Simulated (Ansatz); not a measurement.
Values for one crystal, relaxed and computed with plane-wave PAW PBEsol (Ansatz code); other levels are named.

| Quantity | Result |
|---|---|
| Volume per atom | 8.68 Å³ |
| Electronic character | metallic (no gap) |
| Highest zone-centre frequency | 863 cm⁻¹ |
| Poisson's ratio | 0.29 |
| Young's modulus | 426 GPa |
| Elastic constants (relaxed ions, GPa) | C11 = 638, C12 = 159, C13 = 263, C33 = 424, C44 = 147 |
| Density of states at the Fermi level | 0.44 states/eV per atom (mean over ±0.08 eV) |

**Question.** Pick the material that matches.
(A) B2W, P6/mmm (W on 1a, B on 2d)
(B) Be2B, fluorite or antifluorite type
(C) W2C, P-3m1 (C on 1a, W on 2d)
(D) FeGe, P6/mmm (Fe on 3f, Ge on 1a, Ge on 2d)

**Answer.** A, B2W, P6/mmm (W on 1a, B on 2d)

The workflow started from an entry of the Crystallography Open Database (COD), which files this formula under 2 space groups. Its standing as an ambient phase is unchecked. The cell was relaxed with PBEsol under the symmetry of its start; whether a distortion lowers the energy is not shown. The run is not spin-polarised. As this level gives no gap, shear constants depend on the k-mesh and smearing (Fermi–Dirac, 0.1 eV here). As this level gives no gap, phonon frequencies hold no LO–TO term and depend on the k-mesh and smearing (Fermi–Dirac, 0.1 eV here). On the denser mesh and wider smearing of the elastic run this cell carries a stress of 0.5 GPa. Spin–orbit coupling is left out wherever it is not named.

Potentials: the later of the program's two PAW sets.
